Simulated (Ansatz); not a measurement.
Method: DFT PBE, scalar-relativistic, plane waves, PAW in Ansatz 0.2.0. All cells share a 420 eV cutoff and Γ-centred k meshes spaced at most about 0.3 Å⁻¹ (2π included). No spin polarisation in the final relaxations.

Temperature and zero-point effects are left out. All come from trial cells, and lower structures may exist.

**Question.** Order these relaxed structures of K3TeH by energy, lowest first, with the energy over the lowest of them.
1.

```xyz
5
Lattice="5.3888 0.0000 0.0000 0.0000 5.3888 0.0000 0.0000 0.0000 5.3888" Properties=species:S:1:pos:R:3 pbc="T T T"
K     0.0000    2.6944    2.6944
K     2.6944    0.0000    2.6944
K     2.6944    2.6944    0.0000
Te    0.0000    0.0000    0.0000
H     2.6944    2.6944    2.6944
```

2.

```xyz
5
Lattice="6.5545 0.0000 0.0000 0.0000 6.5545 0.0000 0.0000 0.0000 5.3950" Properties=species:S:1:pos:R:3 pbc="T T T"
K     0.0000    3.2772    2.6975
K     3.2772    0.0000    2.6975
K     0.0000    0.0000    0.0000
Te    3.2772    3.2772    2.6975
H     0.0000    0.0000    2.6975
```

3.

```xyz
5
Lattice="5.7773 0.0000 0.0000 -2.8886 5.0033 0.0000 0.0000 0.0000 9.4888" Properties=species:S:1:pos:R:3 pbc="T T T"
K     0.0000    3.3355    3.4642
K     2.8886    1.6678    3.4642
K     0.0000    0.0000    8.4284
Te    0.0000    0.0000    2.3033
H     0.0000    0.0000    5.9911
```

4.

```xyz
5
Lattice="4.6132 0.0000 0.0000 0.0000 4.6132 0.0000 0.0000 0.0000 8.2147" Properties=species:S:1:pos:R:3 pbc="T T T"
K     0.0000    0.0000    2.5913
K     0.0000    0.0000    5.6235
K     2.3066    2.3066    0.0000
Te    2.3066    2.3066    4.1074
H     0.0000    0.0000    0.0000
```

**Answer.** 1 (0 meV/atom), 4 (143 meV/atom), 2 (315 meV/atom), 3 (389 meV/atom). Forms: 1 antiperovskite type, Pm-3m; 4 P4/mmm; 2 P4/mmm; 3 P6mm.

Weakly bound directions are ill-defined at this level, which has no dispersion term (P6mm), and this can change margins and order among such cells. Spin–orbit coupling, which can matter for Te, is left out. With hydrogen, zero-point motion can shift such differences by 10 meV/atom or more. Cells relaxed within their symmetry can be saddle points. Some candidate types were left out of the draw beforehand, so a known form may be missing.
